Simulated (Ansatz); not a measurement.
Question: Be (hcp (Mg type), P6_3/mmc) is relaxed with r²SCAN+D4 (plane waves, PAW; program Ansatz). What lattice parameters of the conventional cell result?

Answer: a = 2.257 Å, c = 3.562 Å.

The cell was relaxed with r²SCAN+D4 under the symmetry of its start. The pairwise dispersion correction was not fitted to metals. Axis ratios of metals converge slowly with the k-mesh, so a and c are less sure than the volume.

Potentials: the later of the program's two PAW sets.
